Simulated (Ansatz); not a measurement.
An Ansatz (an electronic-structure program) run. Input:

Ansatz 0.2 input:
```yaml
crystal:
  lattice:
    - [4.1641609708, 0.0, 0.0]
    - [-2.0820804854, 3.6062691862, 0.0]
    - [0.0, 0.0, 19.9952488856]
  atoms:
    - { symbol: Cd, position: [0.6666666667, 0.3333333333, 0.3327545097] }
    - { symbol: Cd, position: [0.3333333333, 0.6666666667, 0.6672454903] }
    - { symbol: Cd, position: [0.0, 0.0, 0.0] }
    - { symbol: I, position: [0.3333333333, 0.6666666667, 0.0845812831] }
    - { symbol: I, position: [0.6666666667, 0.3333333333, 0.9154187169] }
    - { symbol: I, position: [0.3333333333, 0.6666666667, 0.4172754838] }
    - { symbol: I, position: [0.6666666667, 0.3333333333, 0.5827245162] }
    - { symbol: I, position: [0.0, 0.0, 0.2481833583] }
    - { symbol: I, position: [0.0, 0.0, 0.7518166417] }
kpoints:
  mp_grid: { grid: [8, 8, 2] }
basis: { xc_grid: 2, fft_grid_basis: typed }
hamiltonian:
  xc: lda
  pseudopotentials: { kind: paw }
scf:
  occupations: { method: fixed }
checkpoint: { read: static.run }
output: { write_density: true, elf: true, volumetric_format: npy }
```

Output (shortened):

```
Pseudopotential: Cd, paw, valence charge 20
Pseudopotential: I, paw, valence charge 17
Functional definition: SPW92
Crystal: 9 atoms, lattice volume = 300.270 Å³
Basis set: ecut = 420 eV, 5773 PW (Γ), exchange–correlation on 60×60×270 points (8 copies of the dense FFT grid, shifted against one another)
Bands: 98, of which v1, the nominal top of the filled ones, is band 81 counted from 1 (80 counted from 0)
Symmetry: 12 space group operations
Space group: P-3m1 (ITA 164), of the structure as read, at distance tolerance 6.7e-5 Å
k-points: 20 of 128
Stability of the state it starts from, as read at its close in the unpolarized treatment …
iter 1 solved again at ethr=4.34e-7 eV; its pass at ethr=3.10e-3 eV (dr2=7.04e-4 eV) is discarded
SCF iter   1: F=—  HF=-68493.659063 eV  |F-HF|=—  |Δ(HF+E_count)|=         —  Δρ=5.86e-7  dr2=2.53e-9  ethr=4.34e-7  ⟨swp⟩=3.0  Hψ=10583  notcnv=0  defer=299
preconditioner: auto → Resta (q_TF=auto, 2.462 Å⁻¹)
SCF iter   2: F=—  HF=-68493.658833 eV  |F-HF|=—  |Δ(HF+E_count)|=   2.30e-4  Δρ=3.30e-7  dr2=1.07e-9  ethr=1.56e-12  ⟨swp⟩=16.9  Hψ=12442  notcnv=0
SCF iter   3: F=-68493.658833 eV  HF=-68493.658833 eV  |F-HF|=3.06e-10  |Δ(HF+E_count)|=  1.89e-10  Δρ=2.05e-7  dr2=3.70e-10  ethr=1.00e-12  ⟨swp⟩=1.0  Hψ=3820  notcnv=0
SCF 1 converged in 3 iterations: F = -68493.658833 eV  dr2 = 3.70e-10
SCF converged after 3 iterations
Free energy (F): -68493.658833 eV
Harris-Foulkes:  -68493.658833 eV  (|F-HF|=3.06e-10)
Internal energy: -68493.658833 eV  (E = F + TS)
E sigma→0 (E₀):  -68493.658833 eV
Fermi energy:    6.923927 eV
--- Per-component energies (eV) ---
  E_band       = -3679.775031
  E_kinetic    = 2657.188739
  E_local      = -24265.141989  (includes V_loc(G=0)·N_el)
  E_nonlocal   = -390.186360
  E_hartree    = 11949.373556
  E_xc         = -1291.135741
  E_vxc        = -1437.048617  (∫ρ·V_xc dr)
  E_paw        = -39802.706988  (= ΣΔE_a)
  E_vpaw       = -4143.333485  (= ΣTr[D̂ρ^β])
  E_aug_tail   = 0.000410  (compensation charges beyond the density's cutoff)
  E_ewald      = -17358.037457
  E_core_change = 6.986997  (= ΣΔE_core)
  E_smearing   =  0.000000  (= −TS)
  E_closure    =  0.000000  (closes the sum)
  Σ components = -68493.658833   (vs F -68493.658833, Δ=0.00e0)
  [band-id]    e_kinetic+e_local+e_nonlocal+2·e_hartree+e_vxc+e_vpaw+e_augmentation_tail = -3679.774189   (vs E_band -3679.775031, Δ=8.41e-4)
--- Band table (eV; the first three rows and the last of 20) ---
  k-point 0: bands = ["-94.4398", "-94.4280", "-94.4280", "-55.5917", "-55.5917", "-55.5845", "-55.5802", "-55.5802", "-55.5802", "-55.5802", "-55.5725", "-55.5725", "-36.9833", "-36.9833", "-36.9833", "-36.9833", "-36.9699", "-36.9699", "-36.9695", …
  k-point 1: bands = ["-94.4398", "-94.4280", "-94.4280", "-55.5917", "-55.5917", "-55.5845", "-55.5802", "-55.5802", "-55.5802", "-55.5802", "-55.5725", "-55.5725", "-36.9833", "-36.9833", "-36.9833", "-36.9833", "-36.9700", "-36.9700", "-36.9695", …
  k-point 2: bands = ["-94.4398", "-94.4280", "-94.4280", "-55.5918", "-55.5917", "-55.5845", "-55.5802", "-55.5802", "-55.5802", "-55.5802", "-55.5725", "-55.5725", "-36.9833", "-36.9833", "-36.9832", "-36.9832", "-36.9700", "-36.9699", "-36.9695", …
  k-point 19: bands = ["-94.4398", "-94.4280", "-94.4280", "-55.5920", "-55.5919", "-55.5845", "-55.5805", "-55.5805", "-55.5804", "-55.5804", "-55.5725", "-55.5725", "-36.9830", "-36.9829", "-36.9827", "-36.9827", "-36.9702", "-36.9699", "-36.9698", …
```

Cost: roughly 40 core-seconds on shared cores.

The workflow started from a Materials Project entry (that database holds measured and hypothetical structures alike); the Crystallography Open Database files this formula in space group No. 164, but the cells were not matched. Its standing as an ambient phase is unchecked. The LDA relaxation kept the symmetry of its start; whether a distortion lowers the energy is not shown. A crystal of weakly bound layers computed without a dispersion correction: the cell and the soft elastic constants depend strongly on that. Spin–orbit coupling is left out wherever it is not named.

Potentials: the later of the program's two PAW sets.

Ansatz is a plane-wave DFT program.
